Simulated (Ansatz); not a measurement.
Values for one crystal, relaxed and computed with PBE in the plane-wave PAW code Ansatz; other levels are named.

```yaml
volume_per_atom: 16.87 Å³
electronic_character: metallic (no gap)
Gap with spin–orbit coupling: none (metallic)
Pressure derivative B′: 4.7
Density of states at the Fermi level: 0.33 states/eV per atom (mean over ±0.08 eV)
Bulk modulus (Birch–Murnaghan fit): 109 GPa
Formation energy from the elements (no fitted shifts): -0.42 eV/atom
```

### Question
Which of these materials gives this?
(A) ZrIr, rock salt
(B) Al2Cu, I4/mcm (Cu on 4a, Al on 8h)
(C) AlCo, rock salt
(D) AlPd, rock salt

### Answer
D, AlPd, rock salt

Space group Fm-3m (rock salt). The start of the workflow was typed in or built on a structure type; neither database checked (COD, Materials Project) lists it. Its standing as an ambient phase is unchecked. Symmetry was held in the PBE relaxation; whether a distortion lowers the energy is not shown. The run is not spin-polarised. The references are the lowest solids computed at this level, not always the standard phases. Spin–orbit coupling is left out wherever it is not named.

Potentials: the earlier of the program's two PAW sets.
